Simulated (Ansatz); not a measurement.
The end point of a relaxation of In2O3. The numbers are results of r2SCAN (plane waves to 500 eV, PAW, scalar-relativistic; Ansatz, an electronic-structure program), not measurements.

```
CELL_PARAMETERS angstrom
     -5.07906     5.07906     5.07906
      5.07906    -5.07906     5.07906
      5.07906     5.07906    -5.07906
ATOMIC_POSITIONS crystal
  In 0.50000 0.50000 0.50000
  In 0.50000 0.00000 0.00000
  In 0.00000 0.00000 0.50000
  In 0.00000 0.50000 0.00000
  In 0.25000 0.71606 0.46606
  In 0.75000 0.78394 0.03394
  In 0.46606 0.25000 0.71606
  In 0.03394 0.75000 0.78394
  In 0.71606 0.46606 0.25000
  In 0.78394 0.03394 0.75000
  In 0.75000 0.28394 0.53394
  In 0.25000 0.21606 0.96606
  In 0.53394 0.75000 0.28394
  In 0.96606 0.25000 0.21606
  In 0.28394 0.53394 0.75000
  In 0.21606 0.96606 0.25000
  O  0.53678 0.77229 0.54477
  O  0.72751 0.99201 0.95523
  O  0.77249 0.72771 0.26449
  O  0.96322 0.50799 0.23551
  O  0.54477 0.53678 0.77229
  O  0.95523 0.72751 0.99201
  O  0.26449 0.77249 0.72771
  O  0.23551 0.96322 0.50799
  O  0.77229 0.54477 0.53678
  O  0.99201 0.95523 0.72751
  O  0.72771 0.26449 0.77249
  O  0.50799 0.23551 0.96322
  O  0.46322 0.22771 0.45523
  O  0.27249 0.00799 0.04477
  O  0.22751 0.27229 0.73551
  O  0.03678 0.49201 0.76449
  O  0.45523 0.46322 0.22771
  O  0.04477 0.27249 0.00799
  O  0.73551 0.22751 0.27229
  O  0.76449 0.03678 0.49201
  O  0.22771 0.45523 0.46322
  O  0.00799 0.04477 0.27249
  O  0.27229 0.73551 0.22751
  O  0.49201 0.76449 0.03678
```

Question: Determine the symmetry and give the standard cell with its independent sites.

Answer: Space group Ia-3 (No. 206); a = 10.1581 Å, b = 10.1581 Å, c = 10.1581 Å, α = 90.00°, β = 90.00°, γ = 90.00°

| atom | site | symmetry | x | y | z |
|---|---|---|---|---|---|
| In | 8b | .-3. | 0.2500 | 0.2500 | 0.2500 |
| In | 24d | 2.. | 0.0000 | 0.2500 | 0.4661 |
| O | 48e | 1 | 0.1099 | 0.3454 | 0.1179 |

This is the bixbyite type.

Question: Give the shortest distances between elements (the closest pairs, up to four, under 3.6 Å).

Answer: In–O 2.14 Å; O–O 2.81 Å; In–In 3.36 Å.

* **Volume per atom**: 13.10 Å³
* **Band gap**: 1.66 eV, direct at Γ (no spin-orbit coupling)

No spin polarisation in the result.

Measured for In2O3: gap 2.93 eV (0 K or low temperature; as listed in Wei Chen et al., Physical Review Materials (2018)). Computed minus measured — gap: r2SCAN -1.27 eV. The computed values are for a static lattice, and a measured gap can be an optical one, lowered by exciton binding.

The run could not lose the symmetry of its start.
